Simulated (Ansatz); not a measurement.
TaAl (CsCl type, Pm-3m) under volume change, DFT-PBEsol in the program Ansatz with PAW potentials, scaled uniformly.

```csv
V (Å³/atom),E − E(relaxed) (meV/atom),P (GPa)
14.857,77.7,18.31
15.346,32.7,11.27
15.836,7.8,5.21
16.326,0.0,0.00
16.816,___,___
17.305,___,___
17.795,57.6,-11.66
```

Task: Complete the blanks.

Result: 
- 17.305, E − E(relaxed) (meV/atom): 26.8
- 17.305, P (GPa): -8.36
- 16.816, E − E(relaxed) (meV/atom): 7.0
- 16.816, P (GPa): -4.49

Task: What does a third-order Birch–Murnaghan fit give for V₀, B₀ and B′?

Result: V₀ = 16.33 Å³/atom, B₀ = 161 GPa, B′ = 4.0.

The start of the workflow was typed in or built on a structure type; neither database checked (COD, Materials Project) lists it. Whether it is the stable phase at ambient conditions was not checked. The cell was relaxed with PBEsol under the symmetry of its start. At this level the phase is mechanically unstable. The run is not spin-polarised. Scalar-relativistic: spin–orbit coupling is off unless named, which matters more the heavier the elements.

Potentials: the earlier of the program's two PAW sets. The files were generated under PBE; for other functionals the program regenerates the frozen cores, and for LDA and PBEsol the local potential too.
